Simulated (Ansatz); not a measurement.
Relaxation of a generated trial cell of WC in the FeSi structure type; 8 atoms in the cell, which starts as P2₁3 (No. 198), cP8; a = b = c = 4.4163 Å, α = β = γ = 90.00°. Computed with PBEsol (plane waves to 420 eV, PAW, scalar-relativistic; Ansatz, a program for electronic structure). Γ-centred k-mesh 5×5×5 on the run's cell (coarser than for final values), Fermi–Dirac smearing 0.05 eV. This is the first round of the run. 

The optimiser's lines from the output (shortened; P is positive under compression):

```
relax step   1: F+E_penalty+E_count = -42011.41768739 eV  Δ(F+E_penalty+E_count) = +0.000e0 eV  max|allowed force component| = 1.251e-1 eV/Å  Δτ_max = 0.0000 Å  P = -10.915 GPa  Ω = 86.133 Å³  (7 SCF iters, dr2 threshold 1.00e-7 eV, accepted)
relax step   2: F+E_penalty+E_count = -42011.46024172 eV  Δ(F+E_penalty+E_count) = -4.255e-2 eV  max|allowed force component| = 1.515e-1 eV/Å  Δτ_max = 0.0187 Å  P = +10.956 GPa  Ω = 81.033 Å³  (6 SCF iters, dr2 threshold 8.00e-7 eV, accepted)
relax step   3: F+E_penalty+E_count = -42011.53049294 eV  Δ(F+E_penalty+E_count) = -7.025e-2 eV  max|allowed force component| = 7.144e-2 eV/Å  Δτ_max = 0.0032 Å  P = -0.143 GPa  Ω = 83.354 Å³  (5 SCF iters, dr2 threshold 8.00e-7 eV, accepted)
relax step   4: F+E_penalty+E_count = -42011.53533457 eV  Δ(F+E_penalty+E_count) = -4.842e-3 eV  max|allowed force component| = 3.639e-2 eV/Å  Δτ_max = 0.0227 Å  P = +0.018 GPa  Ω = 83.056 Å³  (5 SCF iters, dr2 threshold 3.19e-7 eV, accepted)
relax step   5: F+E_penalty+E_count = -42011.53659903 eV  Δ(F+E_penalty+E_count) = -1.264e-3 eV  max|allowed force component| = 1.421e-3 eV/Å  Δτ_max = 0.0069 Å  P = -0.002 GPa  Ω = 83.133 Å³  (5 SCF iters, dr2 threshold 8.27e-8 eV, accepted)
relax step   6: F+E_penalty+E_count = -42011.53350789 eV  Δ(F+E_penalty+E_count) = +3.091e-3 eV  max|allowed force component| = 1.325e-3 eV/Å  Δτ_max = 0.0000 Å  P = -0.044 GPa  Ω = 83.133 Å³  stress off target by 4.39e-2 GPa  SCF on the basis re-selected at this cell (its energy is not comparable with the rows above)  (5 SCF iters)
relax step   7: F+E_penalty+E_count = -42011.53352450 eV  Δ(F+E_penalty+E_count) = -1.661e-5 eV  max|allowed force component| = 3.692e-4 eV/Å  Δτ_max = 0.0002 Å  P = +0.007 GPa  Ω = 83.122 Å³  (4 SCF iters, dr2 threshold 4.83e-9 eV, accepted)
relax step   8: F+E_penalty+E_count = -42011.53352450 eV  Δ(F+E_penalty+E_count) = -9.459e-11 eV  max|allowed force component| = 3.720e-4 eV/Å  Δτ_max = 0.0000 Å  P = +0.007 GPa  Ω = 83.122 Å³  stress off target by 7.43e-3 GPa  SCF on the basis re-selected at this cell (its energy is not comparable with the rows above)  (4 SCF iters)
```

From the first to the last row the energy changes by -0.01 eV/atom and the volume by -3.5 %. The last row is marked as not comparable with the walk above it, whose basis was carried along; it does compare with step 1, since both stand on a basis selected at the nominal cutoff for their own cell.

Later rounds, restarted from the end of this one on a renewed k-mesh, logged 7 more steps and released under 0.01 eV/atom more. The final structure after all rounds: P2₁3 (No. 198), cP8, AFLOW prototype AB_cP8_198_a_a (B20, as in FeSi); a = b = c = 4.3604 Å, α = β = γ = 90.00°. Between re-selections the logged energies stand on a plane-wave basis carried along with the cell. No spin polarisation in the result.

The run could not lose the symmetry of its start; a randomly shaken copy of 8 atoms returns to this structure.

The relaxed structure here is a generated cell of WC: the first start was made by placing the elements on the sites of a structure type, and the end was not matched to a known phase here, so it may be hypothetical. Known forms of WC include space group No. 187.
